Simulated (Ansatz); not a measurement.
Relaxation of a generated cell, TiC placed in the AFLOW prototype AB_tI16_140_ab_h (B37, as in TlSe); 8 atoms in the cell, which starts as I4/mcm (No. 140), tI16; a = b = 5.7653 Å, c = 5.0330 Å, α = β = γ = 90.00°. Level of theory: r2SCAN (plane waves to 500 eV, PAW, scalar-relativistic; Ansatz, a first-principles code). Γ-centred k-mesh 9×9×9 on the run's cell, Fermi–Dirac smearing 0.05 eV. This is the first round of the run. 

The optimiser's lines from the output (shortened; P is positive under compression):

```
relax step   1: F+E_penalty+E_count = -11023.61372623 eV  Δ(F+E_penalty+E_count) = +0.000e0 eV  max|allowed force component| = 7.771e-1 eV/Å  Δτ_max = 0.0000 Å  P = +4.746 GPa  Ω = 83.644 Å³  (8 SCF iters, dr2 threshold 1.00e-7 eV, accepted)
relax step   2: F+E_penalty+E_count = -11023.81672174 eV  Δ(F+E_penalty+E_count) = -2.030e-1 eV  max|allowed force component| = 7.251e-1 eV/Å  Δτ_max = 0.0340 Å  P = +5.090 GPa  Ω = 82.142 Å³  (7 SCF iters, dr2 threshold 8.00e-7 eV, accepted)
relax step   3: F+E_penalty+E_count = -11023.91209650 eV  Δ(F+E_penalty+E_count) = -9.537e-2 eV  max|allowed force component| = 1.078e-2 eV/Å  Δτ_max = 0.0415 Å  P = -1.935 GPa  Ω = 83.544 Å³  (7 SCF iters, dr2 threshold 8.00e-7 eV, accepted)
relax step   4: F+E_penalty+E_count = -11023.91839052 eV  Δ(F+E_penalty+E_count) = -6.294e-3 eV  max|allowed force component| = 6.758e-3 eV/Å  Δτ_max = 0.0076 Å  P = +0.046 GPa  Ω = 82.577 Å³  (5 SCF iters, dr2 threshold 8.00e-7 eV, accepted)
relax step   5: F+E_penalty+E_count = -11023.91840198 eV  Δ(F+E_penalty+E_count) = -1.146e-5 eV  max|allowed force component| = 2.017e-3 eV/Å  Δτ_max = 0.0011 Å  P = +0.000 GPa  Ω = 82.623 Å³  (6 SCF iters, dr2 threshold 2.06e-8 eV, accepted)
relax step   6: F+E_penalty+E_count = -11023.91840609 eV  Δ(F+E_penalty+E_count) = -4.110e-6 eV  max|allowed force component| = 3.014e-4 eV/Å  Δτ_max = 0.0001 Å  P = -0.001 GPa  Ω = 82.622 Å³  (5 SCF iters, dr2 threshold 6.73e-9 eV, accepted)
relax step   7: F+E_penalty+E_count = -11023.91784650 eV  Δ(F+E_penalty+E_count) = +5.596e-4 eV  max|allowed force component| = 2.613e-4 eV/Å  Δτ_max = 0.0000 Å  P = -0.005 GPa  Ω = 82.622 Å³  stress off target by 5.71e-3 GPa  SCF on the basis re-selected at this cell (its energy is not comparable with the rows above)  (7 SCF iters)
```

From the first to the last row the energy changes by -0.04 eV/atom and the volume by -1.2 %. The last row is marked as not comparable with the walk above it, whose basis was carried along; it does compare with step 1, since both stand on a basis selected at the nominal cutoff for their own cell.

Later rounds, restarted from the end of this one on a renewed k-mesh, logged 4 more steps and released under 0.01 eV/atom more. The final structure after all rounds: I4/mcm (No. 140), tI16, AFLOW prototype AB_tI16_140_ab_h (B37, as in TlSe); a = 5.623 Å, b = 5.623 Å, c = 5.227 Å, α = 90.00°, β = 90.00°, γ = 90.00°. Between re-selections the logged energies stand on a plane-wave basis carried along with the cell. No spin polarisation in the result.

The run could not lose the symmetry of its start, so the end can be a saddle point.

The relaxed structure here is a generated cell of TiC: the first start was made by placing the elements on the sites of a structure type, and the end was not matched to a known phase here, so it may be hypothetical. Known forms of TiC include space group No. 225.
